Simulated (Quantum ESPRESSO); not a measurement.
```cif
data_Ag2I2
_chemical_formula_sum 'Ag2 I2'
_space_group_name_H-M_alt 'P63mc'
_space_group_IT_number 186
_space_group_name_Hall 'P 6c -2c'
_cell_length_a 4.46550
_cell_length_b 4.46550
_cell_length_c 7.60672
_cell_angle_alpha 90.000
_cell_angle_beta 90.000
_cell_angle_gamma 120.000
loop_
_atom_site_label
_atom_site_type_symbol
_atom_site_symmetry_multiplicity
_atom_site_Wyckoff_symbol
_atom_site_fract_x
_atom_site_fract_y
_atom_site_fract_z
_atom_site_occupancy
Ag1 Ag 2 b 0.33333 0.66667 0.00812 1
I1 I 2 b 0.33333 0.66667 0.37178 1
```

The PBEsol cell relaxed from Materials Project entry mp-22894 was given a biaxial strain of -2 % along x and y, z relaxed, and the atoms were relaxed again.

Q: What does norm-conserving PBEsol (Quantum ESPRESSO, 82 Ry, scalar-relativistic) give for the electronic structure near the Fermi level?

A: The PBEsol gap is direct, 1.19 eV at Γ. Spin-orbit coupling is left out, which matters for elements this heavy: edges can move by tenths of an eV.
